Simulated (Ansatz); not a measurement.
# PtC: from a first guess to the relaxed zincblende type

First guess:

```
CELL_PARAMETERS angstrom
0.00000 2.37165 2.37165
2.37165 0.00000 2.37165
2.37165 2.37165 0.00000
ATOMIC_POSITIONS crystal
Pt 0.00000 0.00000 0.00000
C 0.25000 0.25000 0.25000
```

Computed with Ansatz 0.2.0, DFT, PBE, PAW with Ansatz's default frozen-core files, scalar-relativistic.

Cell and atoms relax within the symmetry of the start on a 13×13×13 k mesh with 0.08 eV Fermi–Dirac smearing.

The start is built from a prototype, known or not as a phase of this compound; the cutoff is 420 eV.

Spin–orbit coupling is left out, though it moves levels of the heavy atoms by tenths of an eV or more.

(1) What is the pressure of the first guess?

(2) What does it relax to?

(3) How much energy does the relaxation release?

## Answers

(1) -3.30 GPa.

(2) a = 4.719 Å, b = 4.719 Å, c = 4.719 Å, α = 90.00°, β = 90.00°, γ = 90.00° (conventional cell), 13.13 Å³ per atom:
Space group F-43m (No. 216). a = 4.719 Å, b = 4.719 Å, c = 4.719 Å, α = 90.00°, β = 90.00°, γ = 90.00°
| atom | site | symmetry | x | y | z |
| --- | --- | --- | --- | --- | --- |
| Pt | 4a | -43m | 0.0000 | 0.0000 | 0.0000 |
| C | 4d | -43m | 0.2500 | 0.2500 | 0.7500 |

(3) 2 meV/atom.
